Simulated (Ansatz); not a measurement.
Values for one crystal, relaxed and computed with r²SCAN in the plane-wave PAW code Ansatz; other levels are named.

```yaml
volume_per_atom: 12.31 Å³
band_gap: 0.55 eV (indirect)
Young's modulus: 309 GPa
Formation energy from the elements (no fitted shifts): -0.33 eV/atom
Elastic constants (relaxed ions, GPa): C11 = 326, C12 = 81.4, C13 = 40.1, C33 = 428, C44 = 144, C66 = 87.5
electron_effective_mass: 0.32, 0.32, 0.46 mₑ (principal values)
debye_temperature_from_the_elastic_constants: 973 K
```

### Question
Which of these materials gives this?
A. InP, P4_2/mnm (In on 4g, P on 4f)
B. BP, P4_2/mnm (B on 4f, P on 4g)
C. B6P, R-3m (B on 18h, B on 18h, P on 6c)
D. BN, zinc blende

### Answer
B, BP, P4_2/mnm (B on 4f, P on 4g)

The start of the workflow was typed in or built on a structure type; neither database checked (COD, Materials Project) lists it. It is not the phase usual at ambient conditions (space group No. 216). Symmetry was held in the r²SCAN relaxation; its stability against distortions is not shown here. The references are the lowest solids computed at this level, not always the standard phases.

Potentials: the earlier of the program's two PAW sets.
